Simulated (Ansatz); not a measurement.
Ta:
```cif
data_Ta2
_chemical_formula_sum 'Ta2'
_space_group_name_H-M_alt 'P 1'
_space_group_IT_number 1
_cell_length_a 4.28153
_cell_length_b 4.28153
_cell_length_c 4.28153
_cell_angle_alpha 60.000
_cell_angle_beta 60.000
_cell_angle_gamma 60.000
loop_
_space_group_symop_operation_xyz
  'x, y, z'
loop_
_atom_site_label
_atom_site_type_symbol
_atom_site_fract_x
_atom_site_fract_y
_atom_site_fract_z
_atom_site_occupancy
Ta1 Ta 0.00000 0.00000 0.00000 1
Ta2 Ta 0.25000 0.25000 0.25000 1
```

Relaxed with the program Ansatz at the r²SCAN level (PAW). Indices refer to the conventional cell of Fd-3m, a = b = c = 6.055 Å, α = β = γ = 90.00°.

### Question
Simulate the powder diffraction pattern (Cu Kα, λ = 1.54184 Å; lines above 1 %) up to 2θ = 90°.

### Answer
Simulated powder pattern, Cu Kα, λ = 1.54184 Å (kinematic, ideal powder, no thermal factors, no anomalous dispersion; the 30 strongest lines at most, above 1 %, up to 2θ = 90°):

```
2θ (°)  d (Å)  I/Imax (%)          hkl
------  -----  ----------  -----------
25.48   3.496         100        (111)
42.21   2.141          82        (220)
49.96   1.826          51        (311)
61.23   1.514          14        (400)
67.42   1.389          21        (331)
77.18   1.236          29        (422)
82.84   1.165          16  (511)+(333)
```

The start of the workflow was typed in or built on a structure type; neither database checked (COD, Materials Project) lists it. It is not the phase usual at ambient conditions (space group No. 229). The cell was relaxed with r²SCAN under the symmetry of its start; its stability against distortions is not shown here. No spin polarisation was allowed. Scalar-relativistic: spin–orbit coupling is off unless named, which matters more the heavier the elements.

Potentials: the later of the program's two PAW sets.
